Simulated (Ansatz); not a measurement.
Si₁₆Ni: course of a relaxation

All numbers below come from Ansatz 0.2.0, DFT PBE, scalar-relativistic, plane waves, PAW. Run with 420 eV cutoff, 2×2×2 k-mesh, Gaussian smearing of 0.02 eV, collinear spin.

What was changed: Ni interstitial, charge +0, atoms relaxed.

The starting moments were lost, and the run ended without a moment.

In a supercell of 17 atoms the defect feels its periodic images.

Command:

```bash
ansatz run input.yaml --threads 8 --pin off --max-ram 20480MiB --backend cpu --events-out ev --progress --plain --runs-dir out
```

Input:

```yaml
crystal:
  lattice:
    - [0.0, 5.4700937627, -5.4700937627]
    - [5.4700937627, 5.4700937627, 0.0]
    - [5.4700937627, 0.0, -5.4700937627]
  atoms:
    - { symbol: Si, position: [0.125, 0.125, 0.125] }
    - { symbol: Si, position: [0.125, 0.625, 0.125] }
    - { symbol: Si, position: [0.625, 0.125, 0.125] }
    - { symbol: Si, position: [0.625, 0.625, 0.125] }
    - { symbol: Si, position: [0.125, 0.125, 0.625] }
    - { symbol: Si, position: [0.125, 0.625, 0.625] }
    - { symbol: Si, position: [0.625, 0.125, 0.625] }
    - { symbol: Si, position: [0.625, 0.625, 0.625] }
    - { symbol: Si, position: [0.25, 0.75, 0.25] }
    - { symbol: Si, position: [0.25, 0.25, 0.25] }
    - { symbol: Si, position: [0.75, 0.75, 0.25] }
    - { symbol: Si, position: [0.75, 0.25, 0.25] }
    - { symbol: Si, position: [0.25, 0.75, 0.75] }
    - { symbol: Si, position: [0.25, 0.25, 0.75] }
    - { symbol: Si, position: [0.75, 0.75, 0.75] }
    - { symbol: Si, position: [0.75, 0.25, 0.75] }
    - { symbol: Ni, position: [-0.0160091094, 0.0091947857, 0.0155291152], spin: 2.0 }
basis:
  ecutwfc: 420
  xc_grid: 2
kpoints:
  mp_grid: { grid: [2, 2, 2], shift: [0.0, 0.0, 0.0] }
hamiltonian:
  xc: pbe
scf:
  occupations: { method: gaussian, width: 0.02 }
output:
  forces: true
  stress: false
  eigenvalues: true
  populations: true
magnetization:
  spin_polarized: true
relax:
  adjacent_minimum: "off"
  f_tol: 0.02
  max_steps: 60
```

F is the free energy.

Steps:

```tsv
step	F − F(1) (eV)	largest force component (eV/Å)
1	0.0000	0.562
2	-0.0459	0.233
3	-0.1078	0.307
4	-0.1360	0.284
5	-0.1931	0.202
6	-0.2037	0.116
7	-0.2087	0.013
8	-0.2087	0.013
```

Relaxed structure:

```yaml
crystal:
  lattice:
    - [0.00000, 5.47009, -5.47009]
    - [5.47009, 5.47009, 0.00000]
    - [5.47009, 0.00000, -5.47009]
  atoms:
    - { symbol: Si, position: [0.12961, 0.11584, 0.11612] }
    - { symbol: Si, position: [0.12972, 0.63933, 0.11630] }
    - { symbol: Si, position: [0.57308, 0.14257, 0.14288] }
    - { symbol: Si, position: [0.64506, 0.61912, 0.11777] }
    - { symbol: Si, position: [0.12990, 0.11580, 0.63987] }
    - { symbol: Si, position: [0.14426, 0.61899, 0.61911] }
    - { symbol: Si, position: [0.64512, 0.11764, 0.61935] }
    - { symbol: Si, position: [0.64490, 0.61903, 0.61941] }
    - { symbol: Si, position: [0.27060, 0.74269, 0.24509] }
    - { symbol: Si, position: [0.20189, 0.26619, 0.26674] }
    - { symbol: Si, position: [0.74235, 0.76613, 0.24644] }
    - { symbol: Si, position: [0.74244, 0.24608, 0.24633] }
    - { symbol: Si, position: [0.27046, 0.74266, 0.74325] }
    - { symbol: Si, position: [0.27064, 0.24498, 0.74302] }
    - { symbol: Si, position: [0.76967, 0.74371, 0.74387] }
    - { symbol: Si, position: [0.74253, 0.24602, 0.76653] }
    - { symbol: Ni, position: [0.93177, 0.02240, 0.02345] }
```

The run converged. The run took 29 s on 8 threads of Intel(R) Xeon(R) Platinum 8259CL CPU @ 2.50GHz (Skylake/Cascade Lake), on a shared host, peak memory 1.3 GiB.